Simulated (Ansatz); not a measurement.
In PBEsol (plane waves, PAW; program Ansatz), CdSiP$_{2}$ in the chalcopyrite structure (I-42d) relaxes to a = 5.644 Å, c = 10.500 Å. Cd has 4 nearest neighbours from 2.54 Å (tetrahedral); Si has 4 nearest neighbours from 2.25 Å (tetrahedral). Its formation energy from the elements is -0.21 eV/atom, with no fitted shifts.

It is gapped at this level: 1.24 eV (direct). The valence maximum lies at Γ and the conduction minimum at Γ. The screened hybrid HSE06 puts the gap at 2.00 eV. Gap from PBEsol with spin–orbit coupling: 1.24 eV. Electrons at the band edge weigh 0.27, 0.27, 0.72 mₑ (principal values). The hole mass is 0.14, 0.42, 0.42 mₑ (principal values).

An equation-of-state fit gives a bulk modulus of 826 kbar. The relaxed-ion elastic constants in GPa are C11 = 124, C12 = 61.2, C13 = 66.8, C33 = 109, C44 = 54.3, C66 = 52.5. The elastic constants imply a Debye temperature near 382 K. Perturbation theory gives ε∞ = 11.2 (xx = yy), 10.9 (zz). Born charges are Cd +1.90, Si +2.32, P -2.11 e.

Symmetry was held in the PBEsol relaxation. The references are the lowest solids computed at this level, not always the standard phases. Scalar-relativistic: spin–orbit coupling is off unless named, which matters more the heavier the elements.

Potentials: the later of the program's two PAW sets.
